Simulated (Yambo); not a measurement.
Data:

```
AlN
1.0
    3.17539     0.00000     0.00000
   -1.58769     2.74997     0.00000
    0.00000     0.00000     5.08247
N Al
2 2
Direct
  0.66667   0.33333   0.88088
  0.33333   0.66667   0.38088
  0.66667   0.33333   0.49912
  0.33333   0.66667   0.99912
```

Workflow: PBEsol (Quantum ESPRESSO, PseudoDojo norm-conserving, 84 Ry, no spin-orbit coupling), then G0W0 in Yambo (6×6×4 Γ-centred k mesh, 77 bands and a 8 Ry block in the screening, 77 bands in G with the Bruneval-Gonze terminator, plasmon pole fitted at 27.2 eV).

Give the PBEsol and G0W0 gaps between the band edges found on this mesh, and say where the edges lie.

Edges: Γ → Γ. PBEsol: 3.60 eV; G0W0: 4.98 eV. Convergence of the G0W0 settings was not tested. 

Geometry strained from the cell relaxed with PBEsol, atoms relaxed again.
